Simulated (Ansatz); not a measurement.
Structure relaxation, ZnAu

The start is a generated trial cell of ZnAu in the AFLOW prototype AB_oF8_69_a_b (B24, as in TlF). Cell shape, volume and atoms are optimised at zero target pressure with PBEsol (plane waves to 420 eV, PAW, scalar-relativistic; Ansatz, a program for electronic structure). The first steps use a coarse 11×11×11 k-mesh.

The start:
```yaml
crystal:
  lattice:
    - [0.00000, 2.46533, 2.72779]
    - [2.32400, 0.00000, 2.72779]
    - [2.32400, 2.46533, 0.00000]
  atoms:
    - { symbol: Au, position: [0.00000, 0.00000, 0.00000] }
    - { symbol: Zn, position: [0.50000, 0.50000, 0.50000] }
```

```json
{
  "initial_pressure": "+22.7 GPa (positive: the cell is compressed)",
  "outcome": "The space group goes from Fmmm (No. 69) to Fm-3m (No. 225); the end is rock salt type, with 2 atoms in the primitive cell",
  "energy_released": "0.23 eV/atom",
  "volume_change": "+11.4 %, from 15.63 to 17.41 Å³/atom",
  "Shortest distances (start → end)": "The closest pairs of elements (up to four, under 3.6 Å), start → end: Au–Zn 2.32 → 2.59 Å; Au–Au 3.39 → 3.67 Å; Zn–Zn 3.39 → 3.67 Å",
  "optimiser_moves": "10"
}
```

Final values are on a 15×15×15 k-mesh of the relaxed cell. No spin polarisation in the result.

The run could not lose the symmetry of its start: the end is stationary, and may be a saddle point rather than a minimum.

All atoms sit on sites fixed by symmetry, so only the cell could relax.

The relaxed structure here is a generated cell of ZnAu: the first start was made by placing the elements on the sites of a structure type, and the end was not matched to a known phase here, so it may be hypothetical. Known forms of ZnAu include space group No. 221.
